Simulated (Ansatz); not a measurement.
A relaxed structure of CdS is spoiled in several ways and relaxed again each time (noise and exchanges are one random draw each; pressure is positive under compression). All values below come from PBE (plane waves to 420 eV, PAW, scalar-relativistic; Ansatz, a program for electronic structure).

```cif
data_Cd4S4
_chemical_formula_sum 'Cd4 S4'
_space_group_name_H-M_alt 'P63mc'
_space_group_IT_number 186
_space_group_name_Hall 'P 6c -2c'
_cell_length_a 4.19361
_cell_length_b 4.19361
_cell_length_c 13.67474
_cell_angle_alpha 90.000
_cell_angle_beta 90.000
_cell_angle_gamma 120.000
loop_
_atom_site_label
_atom_site_type_symbol
_atom_site_symmetry_multiplicity
_atom_site_Wyckoff_symbol
_atom_site_fract_x
_atom_site_fract_y
_atom_site_fract_z
_atom_site_occupancy
Cd1 Cd 2 a 0.00000 0.00000 0.49959 1
Cd2 Cd 2 b 0.33333 0.66667 0.24978 1
S1 S 2 a 0.00000 0.00000 0.18742 1
S2 S 2 b 0.33333 0.66667 0.43759 1
```

Q: One start gave a first pressure of -2.7 GPa and released 0.047 eV/atom. Which change was it?
A. shaken by Gaussian noise of σ = 0.08 Å a coordinate
B. with every coordinate shifted by Gaussian noise of σ = 0.2 Å
C. deformed by the Cartesian strain tensor (xx, yy, zz, yz, xz, xy) = (0.009, 0.074, -0.011, 0.005, -0.033, -0.013)

A: C, deformed by the Cartesian strain tensor (xx, yy, zz, yz, xz, xy) = (0.009, 0.074, -0.011, 0.005, -0.033, -0.013). All starts:

```csv
change,first pressure (GPa),first V (Å³/atom),released (eV/atom),moves,outcome,final group,E − E(parent) (eV/atom)
with every coordinate shifted by Gaussian noise of σ = 0.2 Å,5.9,26.03,0.36,6,returns to the parent,P6₃mc,0.000
"deformed by the Cartesian strain tensor (xx, yy, zz, yz, xz, xy) = (0.009, 0.074, -0.011, 0.005, -0.033, -0.013)",-2.7,27.87,0.047,4,returns to the parent,P6₃mc,0.000
shaken by Gaussian noise of σ = 0.08 Å a coordinate,0.4,26.03,0.029,4,returns to the parent,P6₃mc,0.000
```

First-step values come from each run's starting, coarser k-mesh (6×6×2). The runs use different k-meshes, so differences are rounded accordingly. No spin polarisation in the result.

The first start was generated by placing the elements on the sites of a structure type. A measured structure of CdS has the same space group, P6₃mc (No. 186); the sites were not compared with it.
